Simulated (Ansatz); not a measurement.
## GaP: computed property card

GaP:
```
CELL_PARAMETERS angstrom
      1.89766     1.09561     6.29785
     -1.89766     1.09561     6.29785
      0.00000    -2.19123     6.29785
ATOMIC_POSITIONS crystal
  Ga 0.43596 0.43596 0.43596
  Ga 0.56404 0.56404 0.56404
  P  0.05805 0.05805 0.05805
  P  0.94195 0.94195 0.94195
```

Space group R-3m (No. 166); conventional cell a = 3.7953 Å, b = 3.7953 Å, c = 18.8935 Å, α = 90.00°, β = 90.00°, γ = 120.00°.

Method: plane-wave PAW LDA (Ansatz code). Geometry: relaxed at this level of theory. Other levels are named where they apply.

Cell and energy:

```json
{
 "volume_per_atom": "19.64 Å³",
 "density": "4.26 g/cm³",
 "Formation energy from the elements (no fitted shifts)": "-289 meV/atom"
}
```

Electronic structure:

```json
{
  "band_gap": "0.65 eV (indirect)",
  "valence_band_maximum": "at Γ",
  "conduction_band_minimum": "at F (3 equivalent valleys)",
  "smallest_direct_gap_on_the_standard_path": "1.15 eV",
  "electron_effective_mass": "0.17, 0.36, 0.41 mₑ (principal values)",
  "Hole effective mass, band 1 of 2 at the edge": "0.48 along x, 1.3 along z (mₑ)",
  "Hole effective mass, band 2 of 2 at the edge": "0.092 along x, 1.3 along z (mₑ)"
}
```

Dielectric response:

```json
{
  "Electronic dielectric constant ε∞ (DFPT)": "11.8 (xx = yy), 14.3 (zz)",
  "Static dielectric constant ε0 (ions relaxed, cell fixed)": "12.8 (xx = yy), 15.2 (zz)",
  "Born charges (a third of the trace)": "Ga +1.35, P -1.35 e"
}
```

Phonons:

```json
{
  "Highest zone-centre frequency (without LO–TO term)": "464 cm^-1",
  "zone_centre_stability": "no imaginary mode at Γ"
}
```

The first step of the workflow began from a Materials Project structure, measured or hypothetical; the Crystallography Open Database copy checked does not list it. It is not the phase usual at ambient conditions (space group No. 216). The cell was relaxed with LDA under the symmetry of its start. The references are the lowest solids computed at this level, not always the standard phases. Spin–orbit coupling is left out wherever it is not named.

Potentials: the later of the program's two PAW sets.
